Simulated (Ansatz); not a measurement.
AlInAs2:
```yaml
crystal:
  lattice:
    - [4.15931, 0.00000, 0.00000]
    - [0.00000, 4.15931, 0.00000]
    - [0.00000, 0.00000, 17.70721]
  atoms:
    - { symbol: In, position: [0.00000, 0.00000, 0.82102] }
    - { symbol: As, position: [0.50000, 0.00000, 0.91047] }
    - { symbol: In, position: [0.50000, 0.50000, 0.00000] }
    - { symbol: As, position: [0.00000, 0.50000, 0.08953] }
    - { symbol: In, position: [0.00000, 0.00000, 0.17898] }
    - { symbol: As, position: [0.50000, 0.00000, 0.26940] }
    - { symbol: Al, position: [0.50000, 0.50000, 0.34538] }
    - { symbol: As, position: [0.00000, 0.50000, 0.42271] }
    - { symbol: Al, position: [0.00000, 0.00000, 0.50000] }
    - { symbol: As, position: [0.50000, 0.00000, 0.57729] }
    - { symbol: Al, position: [0.50000, 0.50000, 0.65462] }
    - { symbol: As, position: [0.00000, 0.50000, 0.73060] }
```

Relaxed with r²SCAN.

Question: Map the electron localisation function on the plane through (0.000, 0.000, 0.821) spanned by u = [1, 0, 0] and v = [0, 0, 1] in lattice vectors, from plane-wave PAW r²SCAN (Ansatz code).

Answer: x is the fraction of u, y of v (the angle between them is 90°; rows are the nearest grid lines); atoms in the plane: In at (0.00, 0.00), As at (0.50, 0.09), In at (0.00, 0.36), As at (0.50, 0.45), Al at (0.00, 0.68), As at (0.50, 0.76).
```
|   .:::-======-:::.   |
|:::::::.      .:::::::|
|::::..          ..::::|
|                      |
|    .:=+*####*+=:.    |
|..-+****=:..:=****+-..|
|-=*%%%#*-    -*#%%%*=-|
|  :#@@@@%####%@@@@#:  |
|   .::::::::::::::.   |
|:::..            ..:::|
|                      |
|     .-=+****+=-.     |
|  .-+***+-::-+***+-.  |
|:::=*%%#+-..-+#%%*=:::|
|:::::=#%######%#=:::::|
|   .::::------::::.   |
|::::::..      ..::::::|
|                      |
|                      |
|     .:-==++==-:.     |
|  .-+****++++****+-.  |
|::-+#%#*=.  .=*#%#+-::|
|::::-*%%#****#%%*-::::|
|   .:::-======-:::.   |
```
Scale: ten equal steps from 0.002 (start of ' ') to 0.915 (end of '@'), in the order ' .:-=+*#%@'; x runs from 0.000 to 1.00, y from 0.000 (bottom) to 1.00 (top).

The density is the valence pseudo-density with augmentation charge, so density and ELF within about 1 Å of a nucleus are not all-electron values.

Space group P-4m2. The start of the workflow was typed in or built on a structure type; neither database checked (COD, Materials Project) lists it. Whether it is the stable phase at ambient conditions was not checked. Symmetry was held in the r²SCAN relaxation; whether a distortion lowers the energy is not shown.

Potentials: the earlier of the program's two PAW sets. The files were generated under PBE; for other functionals the program regenerates the frozen cores, and for LDA and PBEsol the local potential too.
